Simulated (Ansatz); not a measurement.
**Hg: computed property card**

Hg:
```xyz
1
Lattice="1.8136 1.0471 2.2202 -1.8136 1.0471 2.2202 0.0000 -2.0941 2.2202" Properties=species:S:1:pos:R:3 pbc="T T T"
Hg     0.0000     0.0000     0.0000
```

Space group R-3m (No. 166), simple rhombohedral; conventional cell a = b = 3.627 Å, c = 6.661 Å, α = β = 90.00°, γ = 120.00°.

Method: plane-wave PAW r²SCAN+D4 (Ansatz code). The cell and atoms are relaxed at this level. Other levels are named where they apply.

### Cell and energy

- Volume per atom: 25.30 Å³
- Density: 13.17 g/cm³

### Electronic structure

Electronic character: metallic (no gap)
Density of states at the Fermi level: 0.29 states/eV per atom (mean over ±0.08 eV)

The cell was relaxed with r²SCAN+D4 under the symmetry of its start. The substance is a gas or liquid at ambient conditions; this is its low-temperature solid. The pairwise dispersion correction was not fitted to metals. Axis ratios of metals converge slowly with the k-mesh, so a and c are less sure than the volume. Scalar-relativistic: spin–orbit coupling is off unless named, which matters more the heavier the elements.

Potentials: the later of the program's two PAW sets.
